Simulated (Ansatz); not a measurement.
**Is this BaMnGe result the lowest state?**

BaMnGe is taken in the coordinates of a database entry, unrelaxed (space group P4/nmm), 6 atoms in the cell. Forces or pressure are large there, so the entry is far from the computed equilibrium and may be faulty or of a sample under other conditions. Source: COD entry 1539729; it may be a high-temperature, high-pressure or metastable form.

All numbers below come from DFT, PBE, PAW, plane waves, scalar-relativistic in Ansatz development build ahead of 0.2.0.

```yaml
crystal:
  lattice:
    - [4.5212, 0.0, 0.0]
    - [0.0, 4.5212, 0.0]
    - [0.0, 0.0, 7.906]
  atoms:
    - { symbol: Mn, position: [0.0, 0.0, 0.0], spin: 1.8 }
    - { symbol: Mn, position: [0.5, 0.5, 0.0], spin: -1.8 }
    - { symbol: Ba, position: [0.0, 0.5, 0.168] }
    - { symbol: Ba, position: [0.5, 0.0, 0.832] }
    - { symbol: Ge, position: [0.0, 0.5, 0.688] }
    - { symbol: Ge, position: [0.5, 0.0, 0.312] }
magnetization:
  spin_polarized: true
hamiltonian:
  xc: pbe
  pseudopotentials: { kind: paw }
basis:
  ecutwfc: 420
kpoints:
  mp_grid: { grid: [5, 5, 3] }
scf:
  occupations: { method: gaussian, width: 0.05 }
  lower_state_search: "off"
output:
  forces: true
  stress: true
```

Time: 23 s on 2 threads of Arm Neoverse V2, with other jobs on the host, peak memory 0.49 GiB.

The end of the output:

```
SCF converged after 27 iterations
Magnetization: -0.0000 μB (39.0000 up, 39.0000 down)
Absolute magnetization: 6.7722 μB (∫|ρ↑−ρ↓|, with the PAW one-centre terms)
Spin contamination: 3.3183 ħ² per cell (⟨S²⟩ above its minimum at these occupations)
Per-site moments (μB) at R_I (Å): [(2.8553, 1.0815), (-2.8553, 1.0815), (-7.2694e-7, 1.0815), (-7.2694e-7, 1.0815), (-3.9394e-6, 1.3801), (-3.9394e-6, 1.3801)]
Free energy (F): -28279.489376 eV
Harris-Foulkes:  -28279.489376 eV  (|F-HF|=3.54e-9)
Internal energy: -28279.484274 eV  (E = F + TS)
E sigma→0 (E₀):  -28279.486825 eV
Entropy (-TS):   -0.005102 eV (-0.850 meV/atom)
Fermi energy:    9.179905 eV
--- Forces (eV/Å), atoms counted from 1 ---
  atom   1  Mn    -0.00000000     0.00000000     0.00000000
  atom   2  Mn     0.00000000     0.00000000     0.00000000
  atom   3  Ba    -0.00000000     0.00000000     3.95917154
  atom   4  Ba     0.00000000     0.00000000    -3.95917154
  atom   5  Ge    -0.00000000     0.00000000     1.50453531
  atom   6  Ge     0.00000000     0.00000000    -1.50453531
--- Stress (GPa, compression-positive) ---
        7.723217       0.000000      -0.000000
        0.000000       7.723217       0.000000
       -0.000000       0.000000      -0.788783
  P = ⅓ Tr σ = 4.8859 GPa (48.859 kbar)
```

The mesh is too coarse to rank close states of a metal with certainty: differences of some tens of meV/atom may change, at times in sign.

Site moments are taken inside atomic spheres and don't add up to the total.

Would you trust this as the ground state? If a lower solution is known, describe it.

No, on this mesh. A state 19.0 meV/atom (0.114 eV per cell) lower exists in this cell: ferromagnetic, site moments Mn1 2.81, Mn2 2.81 μB, total 5.48 μB per cell, no gap on the k-mesh. It was reached from: parallel moments, default search for lower states [Mn1 4.50, Mn2 4.50 μB]; parallel moments, spin not held back in the first iterations, no switch to direct minimisation [Mn1 4.50, Mn2 4.50 μB]. The wrong state matters: the pressure is 4.3 GPa there against 4.9 GPa here, and forces differ by up to 0.82 eV/Å (largest force 3.14 there, 3.96 eV/Å here). The order of the states may change once the cell relaxes. Only collinear orders within this cell were tried; the true ground state may need a larger cell.
